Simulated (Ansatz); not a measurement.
HgS (zinc blende, F-43m) at seven volumes, plane-wave PAW PBEsol (Ansatz code), scaled uniformly. One row is withheld.

```csv
V (Å³/atom),P (GPa)
23.075,7.18
23.836,4.35
24.597,1.98
25.358,0.00
26.118,-1.66
26.879,-3.04
27.640,?
```

Problem. Fit the shown pressures and predict the withheld one.

Solution. P = (3/2)B₀(x^(7/2) − x^(5/2))[1 + (3/4)(B′ − 4)(x − 1)] with x = (V₀/V)^(2/3). Least squares on the six rows gives V₀ = 25.358 Å³/atom, B₀ = 60.3 GPa, B′ = 4.93. At V = 27.640, x = 0.9442 and P = -4.20 GPa. The run itself gave -4.20 GPa.

The cell was relaxed with PBEsol under the symmetry of its start. Scalar-relativistic: spin–orbit coupling is off unless named, which matters more the heavier the elements.

Potentials: the later of the program's two PAW sets.
